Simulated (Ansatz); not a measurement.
**ZrOs (Pm-3m), elastic constants by finite strains: input and output**

Computed with PBEsol, PAW on Ansatz 0.2.0's default frozen-core files (fitted under PBE), scalar-relativistic; not a measurement.

The cell comes from a PAW relaxation under the same functional.

Launched as:

```sh
ansatz run input.yaml --threads 1 --pin off --max-ram 2048MiB --backend cpu --events-out ev --progress --plain --runs-dir out
```

Input file:

```yaml
crystal:
  lattice:
    - [3.24691691872, 0.0, 0.0]
    - [0.0, 3.24691691872, 0.0]
    - [0.0, 0.0, 3.24691691872]
  atoms:
    - { symbol: Zr, position: [0.5, 0.5, 0.5] }
    - { symbol: Os, position: [0.0, 0.0, 0.0] }
kpoints:
  mp_grid: { grid: [14, 14, 14] }
scf:
  occupations: { method: fermi_dirac, width: 0.1 }
hamiltonian:
  xc: pbesol
  pseudopotentials: { kind: paw }
elastic:
  mode: relaxed_ion
  stencil: two_point
  amplitude: 0.005
```

Output (shortened where marked):

```
Warning: RAYON_NUM_THREADS=1 ignored (pool sized by the plan → 1); use --threads N
Engine: ansatz 0.2.0, aarch64-unknown-linux-gnu
Pseudopotentials: kind: paw
Pseudopotential: Zr, paw, valence charge 12, recommended cutoff 420 eV (normal), Zr.paw.azcp
Pseudopotential: Os, paw, valence charge 16, recommended cutoff 420 eV (normal), Os.paw.azcp
Functional definition: PBEsol
  exchange = pbesol_x
  correlation = pbesol_c
Crystal: 2 atoms, lattice volume = 34.231 Å³
Basis set: ecut = 420 eV, 691 PW (Γ), exchange–correlation on 48×48×48 points (8 copies of the dense FFT grid, shifted against one another)
Bands: 18, of which v1, the nominal top of the filled ones, is band 14 counted from 1 (13 counted from 0)
Symmetry: 48 space group operations
Space group: Pm-3m (ITA 221), of the structure as read, at distance tolerance 3.2e-5 Å
k-points: 120 of 2744
Non-local potential: Zr, projectors of the file, l = 0: 3, l = 1: 2, l = 2: 2, l = 3: 2
Non-local potential: Os, projectors of the file, l = 0: 3, l = 1: 2, l = 2: 2, l = 3: 1
PAW form: soft (Blöchl's): semilocal exchange-correlation on the pseudo side does not see the compensation charge
PAW frozen core: Zr, regenerated for the run's functional, and the local potential with it (the file was generated under x = pbe(κ = 0.804, μ = 0.2195149727645171), c = pbe(β = 0.06672455060314922))
PAW frozen core: Os, regenerated for the run's functional, and the local potential with it (the file was generated under x = pbe(κ = 0.804, μ = 0.2195149727645171), c = pbe(β = 0.06672455060314922))
PAW one-centre angular grid: Zr, 590 points (default); XC on 64 Gauss nodes
PAW one-centre angular grid: Os, 590 points (default); XC on 64 Gauss nodes
Initial density: superposition of atomic densities (neutral atoms: chi_scale 0, normalization atom), corrected by the library's trained network
Initial wavefunctions: pseudopotential atomic-orbital guess
Functional: x = pbesol(κ = 0.804, μ = 0.12345679012345678), c = pbesol(β = 0.046)
[... 75 lines left out ...]
  E_vpaw       = -293.640472  (= ΣTr[D̂ρ^β])
  E_aug_tail   = -0.000048  (compensation charges beyond the density's cutoff)
  E_ewald      = -3199.451605
  E_core_change = 0.413653  (= ΣΔE_core)
  E_smearing   = -0.013253  (= −TS)
  E_closure    = -0.000000  (closes the sum)
  Σ components = -15380.753830   (vs F -15380.753830, Δ=0.00e0)
--- Forces (eV/Å), atoms counted from 1 ---
  atom   1  Zr     0.00000000     0.00000000     0.00000000
  atom   2  Os    -0.00000000     0.00000000     0.00000000
  max |Σ_I F_I| component: 2.16e-29 eV/Å
--- Stress (GPa, compression-positive) ---
        0.001577      -0.000000       0.000000
       -0.000000       0.001577       0.000000
        0.000000       0.000000       0.001577
  P = ⅓ Tr σ = 0.0016 GPa (0.016 kbar)
--- Elastic constants: 2 strain directions × 2 members + reference (group order 48) ---
  dense FFT box of the reference and of every strained cell: 24×24×24
  strains applied: 11, 23; error gains: componentwise 1.00 (the most a stress slope's error grows in a printed constant), spectral 1.73 (1 for all six strains in a standard setting)
  C = ∂σ_k/∂η_j (tension-positive GPa; Voigt order 11 22 33 23 13 12):
       397.316    139.503    139.503     -0.000     -0.000     -0.000
       139.503    397.316    139.503     -0.000     -0.000     -0.000
       139.503    139.503    397.316     -0.000     -0.000     -0.000
        -0.000     -0.000     -0.000     95.848      0.000      0.000
         0.000      0.000     -0.000      0.000     95.848      0.000
         0.000     -0.000      0.000      0.000      0.000     95.848
  reference stress σ⁰ (GPa):     -0.002     -0.002     -0.002     -0.000     -0.000      0.000
  C* (energy form; C + prestress term) asymmetry max|C*_kj − C*_jk| = 2.842e-14 GPa — a small one proves nothing (zero by symmetry where the batch's group is 432, −43m or m−3m); a large one is finite-difference/SCF noise where ...
  moduli (Voigt/Reuss/Hill, GPa): K = 225.44/225.44/225.44   G = 109.07/106.80/107.94   E = 279.25   ν = 0.294
  mechanically stable: yes (min eigenvalue of sym C = 95.85 GPa)
  strain η (Voigt 11):  stress-route row diagonal C_11 = 397.32 GPa, energy-path curvature d²(F+E_count+ΔE)/dδ²/Ω₀ = 397.35 GPa
         δ    σ_11 (GPa)             F (eV)   n_scf  n_hpsi   n_pw
    -5.000e-3      -2.0157      -15380.7527585       8   89269    691   relax 0 steps, max|allowed force component| 6.31e-30 eV/Å
     5.000e-3       1.9574      -15380.7527823       6   72513    695   relax 0 steps, max|allowed force component| 1.42e-29 eV/Å
  strain η (Voigt 23):  stress-route row diagonal C_44 = 95.85 GPa, energy-path curvature d²(F+E_count+ΔE)/dδ²/Ω₀ = 95.85 GPa
         δ    σ_23 (GPa)             F (eV)   n_scf  n_hpsi   n_pw
    -5.000e-3      -0.4792      -15380.7535767       6  135989    691   relax 0 steps, max|allowed force component| 4.34e-29 eV/Å
     5.000e-3       0.4792      -15380.7535767       5  109841    691   relax 0 steps, max|allowed force component| 7.10e-30 eV/Å
```

Self-consistency was reached.

### Elastic constants

Elastic constants of a crystal by Kohn-Sham DFT: slopes of the stress over finite engineering strains of the given cell, Voigt indices, Cartesian axes as in the input.

```
Pressure at rest         : 0.002 GPa
Least elastic eigenvalue : 95.85 GPa
Elastically stable       : yes
```

| index | elastic (GPa) |
| --- | --- |
| 11 | 397.3 |
| 12 | 139.5 |
| 44 | 95.85 |

**Strained cells**

Stress of each strained cell less that at rest, tension positive.

```csv
strain component,strain,stress xx (GPa),stress yy (GPa),stress zz (GPa),stress yz (GPa),stress xz (GPa),stress xy (GPa),relaxation steps
xx,-0.005,-2.014,-0.7068,-0.7068,0,0,0,0
xx,0.005,1.959,0.6883,0.6883,0,0,0,0
yz,-0.005,-0.0059,-0.0034,-0.0034,-0.4792,0,0,0
yz,0.005,-0.0059,-0.0034,-0.0034,0.4792,0,0,0
```

Elastic moduli:

Hill averages of a grain aggregate, Debye temperature from the mean sound speed over directions.

```
Bulk modulus                     : 225.4 GPa
Shear modulus                    : 107.9 GPa
Young modulus                    : 279.2 GPa
Poisson ratio                    : 0.2936
Bulk over shear modulus          : 2.089
Elastic anisotropy index         : 0.1061
Least young modulus              : 251.9 GPa
Largest young modulus            : 324.8 GPa
Longitudinal sound speed         : 5201 m/s
Transverse sound speed           : 2812 m/s
Elastic debye temperature        : 361.9 K
Linear compressibility (x, y, z) : 1.479, 1.479, 1.479 1/TPa
Zener ratio                      : 0.7435
Cauchy pressure                  : 43.66 GPa
```

Known limits: frozen-core PAW files fitted under PBE, their cores solved anew for the functional of the run; responses of metals move with mesh and smearing; no spin-orbit coupling on heavy atoms.

Time and hardware: 44 s on 1 thread of Arm Neoverse V2, on a shared host, peak memory 0.53 GiB.
